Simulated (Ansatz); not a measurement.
YBRh3:
```yaml
crystal:
  lattice:
    - [4.17504, 0.00000, 0.00000]
    - [0.00000, 4.17504, 0.00000]
    - [0.00000, 0.00000, 4.17504]
  atoms:
    - { symbol: Y, position: [0.00000, 0.00000, 0.00000] }
    - { symbol: Rh, position: [0.00000, 0.50000, 0.50000] }
    - { symbol: Rh, position: [0.50000, 0.00000, 0.50000] }
    - { symbol: Rh, position: [0.50000, 0.50000, 0.00000] }
    - { symbol: B, position: [0.50000, 0.50000, 0.50000] }
```

Relaxed with r²SCAN.

Problem. Give the Bader charges and basin volumes of the independent atoms, plane-wave PAW r²SCAN (Ansatz code).

Solution. 

```tsv
atom	Bader charge (e)	Bader volume (Å³)
Y1	+1.76	13.3
Rh2	-0.56	17.6
B5	-0.07	6.6
```

Space group Pm-3m (cubic perovskite). The workflow started from an entry of the Crystallography Open Database (COD). Its standing as an ambient phase is unchecked. The cell was relaxed with r²SCAN under the symmetry of its start; whether a distortion lowers the energy is not shown. The run is not spin-polarised.

Potentials: the later of the program's two PAW sets.
